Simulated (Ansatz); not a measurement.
Q: BN in space group P6_3mc (No. 186; Pearson symbol hP12) is relaxed with r²SCAN+D4 in the plane-wave PAW code Ansatz. What lattice parameters of the conventional cell result?

A: a = 2.499 Å, c = 19.781 Å.

Q: Is it a metal or does it have a gap at this level?

A: A gap of 4.70 eV, indirect.

The start of the workflow was typed in or built on a structure type. Its sites differ from those of the usual phase in this space group: another stacking or structure type. The cell was relaxed with r²SCAN+D4 under the symmetry of its start; its stability against distortions is not shown here.

Potentials: the later of the program's two PAW sets.
